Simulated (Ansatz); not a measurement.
SiNi:
```
SiNi
1.0
    4.46438     0.00000     0.00000
    0.00000     4.46438     0.00000
    0.00000     0.00000     4.46438
Si Ni
4 4
Direct
  0.65307   0.15307   0.34693
  0.84693   0.84693   0.84693
  0.15307   0.34693   0.65307
  0.34693   0.65307   0.15307
  0.35135   0.85135   0.64865
  0.14865   0.14865   0.14865
  0.85135   0.64865   0.35135
  0.64865   0.35135   0.85135
```

Relaxed with r²SCAN.

Question: Give the Bader charges and basin volumes of the independent atoms, r²SCAN in the plane-wave PAW code Ansatz.

Answer: 

```json
[
 {"atom": "Si1", "Bader charge (e)": "+0.35", "Bader volume (Å³)": "11.2"},
 {"atom": "Ni5", "Bader charge (e)": "-0.35", "Bader volume (Å³)": "11.0"}
]
```

Space group P2_13. The first step of the workflow began from a Materials Project structure, measured or hypothetical; the Crystallography Open Database copy checked does not list it. It is not the phase usual at ambient conditions (space group No. 62). The cell was relaxed with r²SCAN under the symmetry of its start; whether a distortion lowers the energy is not shown. The run is not spin-polarised.

Potentials: the later of the program's two PAW sets.
